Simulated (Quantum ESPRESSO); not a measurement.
Parts of the isotropic shielding in KBr, by PBE GIPAW (a modified build of Quantum ESPRESSO, JTH PAW datasets), 20 Ha, k-mesh 4×4×4 shifted:

```
CELL_PARAMETERS angstrom
      0.00000     3.27807     3.32749
      3.27807     0.00000     3.32749
      3.27807     3.27807     0.00000
ATOMIC_POSITIONS crystal
  K  0.00000 0.00000 0.00000
  Br 0.50000 0.50000 0.50000
```
The cell was made here from a computed Materials Project entry: strained by +1 % along the cube axis and by -0.5 % across it, atoms relaxed (PBE without dispersion, pw.x of Quantum ESPRESSO, symmetry kept). The parent is KBr in Fm-3m. Stability against distortions was not tested.

The core term is that of the free atom's frozen core; the paramagnetic column sums the reconstruction terms. Shieldings are absolute and leave out the bulk-susceptibility term; a larger σ means a smaller chemical shift. By our sweeps, such settings leave a few ppm in absolute σ on light atoms and up to some 20 ppm from Zn on. Spin–orbit coupling is left out; its weight grows with the heaviest atom, Br here. No d partial waves on Br: the paramagnetic term there is incompletely reconstructed.

```csv
site,core,bare (smooth current),diamagnetic correction,paramagnetic corrections,σ_iso (ppm)
K (atom 1),1193.4,88.5,22.2,[?],[?]
Br (atom 2),3103.4,73.9,-8.0,[?],[?]
```

**Question.** Some entries are withheld; supply them.

**Answer.** 
- K (atom 1), paramagnetic corrections: -162.5
- K (atom 1), σ_iso (ppm): 1141.6
- Br (atom 2), paramagnetic corrections: -525.3
- Br (atom 2), σ_iso (ppm): 2644.1
